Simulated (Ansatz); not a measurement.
CaO:
```
CELL_PARAMETERS angstrom
      0.00000     2.41545     2.41545
      2.41545     0.00000     2.41545
      2.41545     2.41545     0.00000
ATOMIC_POSITIONS crystal
  Ca 0.00000 0.00000 0.00000
  O  0.50000 0.50000 0.50000
```

Relaxed with PBE. Independent-particle spectrum: no excitons, no local fields, no scissors shift; 0.1 eV broadening; ε₁ of the summed bands alone.

Tabulate the dielectric function from DFT-PBE in the program Ansatz with PAW potentials.



| E (eV) | ε₁ xx | ε₂ xx |
|---|---|---|
| 0.0 | 3.77 | 0.00 |
| 0.4 | 3.78 | 0.00 |
| 0.8 | 3.80 | 0.00 |
| 1.2 | 3.84 | 0.00 |
| 1.6 | 3.90 | 0.00 |
| 2.0 | 3.98 | 0.00 |
| 2.4 | 4.10 | 0.00 |
| 2.8 | 4.25 | 0.00 |
| 3.2 | 4.48 | 0.00 |
| 3.6 | 4.83 | 0.00 |
| 4.0 | 5.74 | 0.16 |
| 4.4 | 5.78 | 1.38 |
| 4.8 | 5.62 | 2.10 |
| 5.2 | 5.23 | 2.55 |
| 5.6 | 4.94 | 2.89 |
| 6.0 | 4.64 | 3.28 |
| 6.4 | 4.00 | 3.36 |
| 6.8 | 3.90 | 3.32 |
| 7.2 | 3.91 | 3.41 |
| 7.6 | 4.24 | 3.64 |
| 8.0 | 4.24 | 5.33 |
| 8.4 | 2.13 | 6.06 |
| 8.8 | 1.55 | 4.29 |
| 9.2 | 2.33 | 6.53 |
| 9.6 | -1.43 | 6.84 |
| 10.0 | -2.45 | 4.00 |
| 10.4 | -1.68 | 2.45 |
| 10.8 | -1.99 | 1.70 |
| 11.2 | -1.52 | 0.81 |
| 11.6 | -0.58 | 0.41 |
| 12.0 | -0.10 | 0.38 |

From ε at 6.0 eV (xx: 4.64 + 3.28i), find n, k, the normal reflectivity and the absorption coefficient.

n = 2.27, k = 0.722, R = 19 %, α = 2kE/ħc = 440000 cm⁻¹.

With all bands, ε∞ without local fields is 3.91. DFPT, with local fields, gives 3.79.

Space group Fm-3m (rock salt). The PBE relaxation kept the symmetry of its start; phonons on a q-mesh show no instability.

Potentials: the later of the program's two PAW sets.
